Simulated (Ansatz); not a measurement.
A trial structure of Ca2Ge2N was built thus: random cell by space group and Wyckoff sites (P3m1, No. 156). Lengths were set from tabulated atomic sizes, so they are only a guess.

```xyz
5
Lattice="4.4027 0.0000 0.0000 -2.2014 3.8129 0.0000 0.0000 0.0000 6.0389" Properties=species:S:1:pos:R:3 pbc="T T T"
Ca    0.0000    0.0000    5.3481
Ca    0.0000    2.5419    2.0155
Ge    0.0000    2.5419    5.3513
Ge    0.0000    0.0000    1.2061
N     2.2014    1.2710    3.9782
```

Method: DFT PBE, scalar-relativistic, plane waves, PAW in Ansatz 0.2.0. Cutoff 420 eV, Gaussian smearing, Γ-centred meshes. Cell and atoms relax first on a coarse mesh and then on a finer one. In between, the cell is made exact in the group found at 0.06 Å. In metals the finer mesh still leaves noise of several meV/atom or more. The steps can't lower the symmetry of their start. No spin polarisation.

A guess keeps its type if space group and coordination stay and the shape of the cell changes little (axis ratios within about 15 %, angles within 6°); the volume may change.

**Question.** Does this structure survive the relaxation?

**Answer.** It doesn't keep its type. The symmetry goes from P3m1 (No. 156) to P-3m1 (No. 164). The volume per atom grows by 2.0 %, from 20.3 to 20.7 Å³. The shortest distance goes from 1.90 Å (Ca–Ge) to 2.47 Å (Ge–Ge). Counting neighbours within 15 % of an atom's shortest distance, the start has Ca 1/4, Ge 1/7, N 9 and the end Ca 3, Ge 3, N 6. In detail, at the end Ca is surrounded by 3 N at 2.50 Å, 3 Ge at 3.23 Å, 3 Ca at 3.26 Å and 1 Ge at 3.49 Å; Ge is surrounded by 3 Ge at 2.47 Å and 3 Ca at 3.23 Å; around N lie 6 Ca at 2.50 Å.

```cif
data_structure
_symmetry_space_group_name_H-M 'P 1'
_symmetry_Int_Tables_number 1
_cell_length_a 3.7983
_cell_length_b 3.7983
_cell_length_c 8.2733
_cell_angle_alpha 90.000
_cell_angle_beta 90.000
_cell_angle_gamma 120.000
_cell_volume 103.37
loop_
_atom_site_label
_atom_site_type_symbol
_atom_site_fract_x
_atom_site_fract_y
_atom_site_fract_z
_atom_site_occupancy
Ca1 Ca 0.33333 0.66667 0.64609 1
Ca2 Ca 0.66667 0.33333 0.35391 1
Ge1 Ge 0.66667 0.33333 0.93193 1
Ge2 Ge 0.33333 0.66667 0.06807 1
N1 N 0.00000 0.00000 0.50000 1
```

Formation energies are uncorrected and refer to the elements' standard structures at the same level (N₂ as a molecule).

**Question.** At what energy does it end?

**Answer.** −0.56 eV/atom. A negative formation energy is needed for stability but isn't enough: competing phases decide.

The last run used a 12×12×6 mesh (in the run's order of axes) for its 5-atom cell and Gaussian smearing of 0.10 eV. Symmetry constrained the relaxation, so the result can be a saddle point.

In counts of neighbours, a slash parts the counts of unlike sites.
